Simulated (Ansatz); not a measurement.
**⁹³Nb nuclear quadrupole resonance in NbSi2**

Cell: a structure deposited in the COD, its atoms then relaxed with PBE in this cell.

```cif
data_NbSi2
_symmetry_space_group_name_H-M 'P6_222'
_symmetry_Int_Tables_number 180
_cell_length_a 4.8190
_cell_length_b 4.8190
_cell_length_c 6.5920
_cell_angle_alpha 90.000
_cell_angle_beta 90.000
_cell_angle_gamma 120.000
loop_
_atom_site_label
_atom_site_type_symbol
_atom_site_symmetry_multiplicity
_atom_site_Wyckoff_symbol
_atom_site_fract_x
_atom_site_fract_y
_atom_site_fract_z
Nb Nb 3 d 0.5000 0.0000 0.5000
Si Si 6 j 0.1591 0.3182 0.5000
```

One atom of each set is listed.

All values are calculated (Ansatz; DFT, r2SCAN, plane waves and PAW, scalar-relativistic, 500 eV cutoff, Γ-centred 8×8×5 k-points, Fermi–Dirac smearing 0.05 eV), not measured.

⁹³Nb: I = 9/2, Q = -320.0 mb (year-2017 value). Static lattice, zero field.

(1) At which frequencies do the ⁹³Nb NQR lines lie?

Results:

(1) For I = 9/2 and η = 0 the lines are |C_Q|/24 times 1, 2, 3 and 4; η shifts the lowest up most. At large η the states mix, and weaker lines appear at sums of the main ones; lines under 5 % of the strongest are left out.

| site | atoms | V_zz (10²¹ V/m²) | C_Q (MHz) | η | line frequencies (MHz) |
| --- | --- | --- | --- | --- | --- |
| Nb | 3 | 2.59 | -20.0 | 0.79 | 1.79, 2.21, 2.58, 3.17, 3.99 |

With no gap above 0.1 eV, as in a metal, the gradients converge slowly in k; expect changes of a tenth or more on a denser mesh. Without spin–orbit coupling (the program notes it for Nb) the gradients can shift somewhat, as the gap is small.
